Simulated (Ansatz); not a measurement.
NaTaO$_{3}$:
```yaml
crystal:
  lattice:
    - [5.52497, 0.00000, 0.00000]
    - [0.00000, 7.78186, 0.00000]
    - [0.00000, 0.00000, 5.46553]
  atoms:
    - { symbol: Na, position: [0.97760, 0.75000, 0.99632] }
    - { symbol: Na, position: [0.02240, 0.25000, 0.00368] }
    - { symbol: Na, position: [0.52240, 0.25000, 0.49632] }
    - { symbol: Na, position: [0.47760, 0.75000, 0.50368] }
    - { symbol: Ta, position: [0.00000, 0.50000, 0.50000] }
    - { symbol: Ta, position: [0.50000, 0.50000, 0.00000] }
    - { symbol: Ta, position: [0.50000, 0.00000, 0.00000] }
    - { symbol: Ta, position: [0.00000, 0.00000, 0.50000] }
    - { symbol: O, position: [0.78592, 0.46631, 0.21325] }
    - { symbol: O, position: [0.21408, 0.53369, 0.78675] }
    - { symbol: O, position: [0.71408, 0.53369, 0.71325] }
    - { symbol: O, position: [0.28592, 0.46631, 0.28675] }
    - { symbol: O, position: [0.28592, 0.03369, 0.28675] }
    - { symbol: O, position: [0.71408, 0.96631, 0.71325] }
    - { symbol: O, position: [0.21408, 0.96631, 0.78675] }
    - { symbol: O, position: [0.78592, 0.03369, 0.21325] }
    - { symbol: O, position: [0.51250, 0.75000, 0.06596] }
    - { symbol: O, position: [0.48750, 0.25000, 0.93404] }
    - { symbol: O, position: [0.98750, 0.25000, 0.56596] }
    - { symbol: O, position: [0.01250, 0.75000, 0.43404] }
```

Relaxed with PBEsol. Independent-particle spectrum: no excitons, no local fields, no scissors shift; 0.1 eV broadening; ε₁ of the summed bands alone.

Tabulate the dielectric function from PBEsol (plane waves, PAW; program Ansatz).



| E (eV) | ε₁ xx | ε₂ xx | ε₁ yy | ε₂ yy | ε₁ zz | ε₂ zz |
|---|---|---|---|---|---|---|
| 0.0 | 5.24 | 0.00 | 5.22 | 0.00 | 5.20 | 0.00 |
| 0.3 | 5.25 | 0.00 | 5.23 | 0.00 | 5.21 | 0.00 |
| 0.6 | 5.29 | 0.00 | 5.27 | 0.00 | 5.25 | 0.00 |
| 0.9 | 5.36 | 0.00 | 5.33 | 0.00 | 5.31 | 0.00 |
| 1.2 | 5.46 | 0.00 | 5.43 | 0.00 | 5.41 | 0.00 |
| 1.5 | 5.59 | 0.00 | 5.56 | 0.00 | 5.54 | 0.00 |
| 1.8 | 5.78 | 0.00 | 5.74 | 0.00 | 5.71 | 0.00 |
| 2.1 | 6.04 | 0.00 | 5.99 | 0.00 | 5.96 | 0.00 |
| 2.4 | 6.41 | 0.00 | 6.35 | 0.00 | 6.31 | 0.00 |
| 2.7 | 7.00 | 0.00 | 6.92 | 0.00 | 6.86 | 0.00 |
| 3.0 | 8.15 | 0.10 | 8.00 | 0.11 | 7.91 | 0.12 |
| 3.3 | 10.41 | 2.91 | 10.23 | 2.62 | 10.03 | 2.35 |
| 3.6 | 8.15 | 4.81 | 7.99 | 4.32 | 7.96 | 4.16 |
| 3.9 | 6.77 | 5.15 | 7.00 | 4.88 | 7.13 | 4.75 |
| 4.2 | 6.01 | 5.24 | 6.28 | 5.06 | 6.39 | 5.03 |
| 4.5 | 5.54 | 5.40 | 5.75 | 5.37 | 5.89 | 5.35 |
| 4.8 | 5.00 | 5.82 | 5.20 | 5.79 | 5.36 | 5.88 |
| 5.1 | 4.36 | 5.92 | 4.73 | 5.84 | 4.42 | 6.16 |
| 5.4 | 3.60 | 6.38 | 4.01 | 6.63 | 3.79 | 6.41 |
| 5.7 | 2.86 | 6.20 | 2.54 | 6.54 | 2.60 | 6.21 |
| 6.0 | 1.67 | 7.11 | 1.56 | 6.77 | 2.05 | 6.80 |
| 6.3 | -0.84 | 5.68 | -0.58 | 6.04 | -0.63 | 6.13 |
| 6.6 | -0.83 | 4.25 | -0.45 | 4.31 | -0.62 | 4.33 |
| 6.9 | -0.01 | 2.77 | -0.19 | 2.98 | 0.23 | 3.20 |
| 7.2 | 0.21 | 1.94 | 0.16 | 1.92 | 0.10 | 2.27 |
| 7.5 | 0.86 | 1.49 | 0.84 | 1.71 | 0.66 | 1.78 |
| 7.8 | 1.73 | 1.22 | 1.55 | 1.35 | 1.46 | 1.40 |
| 8.1 | 2.69 | 1.53 | 2.46 | 1.54 | 2.40 | 1.50 |
| 8.4 | 3.08 | 2.35 | 3.06 | 2.16 | 2.85 | 2.26 |
| 8.7 | 2.99 | 3.89 | 2.60 | 3.78 | 2.73 | 3.62 |
| 9.0 | 1.58 | 3.69 | 1.73 | 3.62 | 1.79 | 3.48 |
| 9.3 | 1.49 | 3.09 | 1.53 | 3.05 | 1.45 | 3.06 |
| 9.6 | 1.64 | 2.86 | 1.52 | 2.92 | 1.69 | 2.92 |
| 9.9 | 1.80 | 3.54 | 1.76 | 3.49 | 1.87 | 3.48 |
| 10.2 | 1.14 | 3.45 | 1.18 | 3.24 | 1.20 | 3.52 |
| 10.5 | 1.25 | 3.29 | 1.23 | 3.65 | 1.15 | 3.49 |
| 10.8 | 0.49 | 3.41 | 0.39 | 3.27 | 0.38 | 3.31 |
| 11.1 | 0.30 | 3.00 | 0.33 | 2.94 | 0.32 | 2.87 |
| 11.4 | 0.06 | 2.99 | 0.29 | 2.63 | 0.18 | 2.90 |
| 11.7 | 0.09 | 2.13 | 0.18 | 2.39 | 0.20 | 2.24 |
| 12.0 | 0.40 | 2.13 | 0.32 | 2.09 | 0.37 | 2.13 |

From ε at 3.6 eV (xx: 8.15 + 4.81i), find n, k, the normal reflectivity and the absorption coefficient.

n = 2.97, k = 0.810, R = 28 %, α = 2kE/ħc = 300000 cm⁻¹.

With all bands, ε∞ without local fields is 5.43 (xx), 5.41 (yy), 5.39 (zz).

Space group Pnma. The first step of the workflow began from a Materials Project structure, measured or hypothetical; the Crystallography Open Database files this formula in space group No. 62, but the cells were not matched. Whether it is the stable phase at ambient conditions was not checked. The cell was relaxed with PBEsol under the symmetry of its start; phonons on a q-mesh show no instability. The run is not spin-polarised. Scalar-relativistic: spin–orbit coupling is off unless named, which matters more the heavier the elements.

Potentials: the later of the program's two PAW sets.
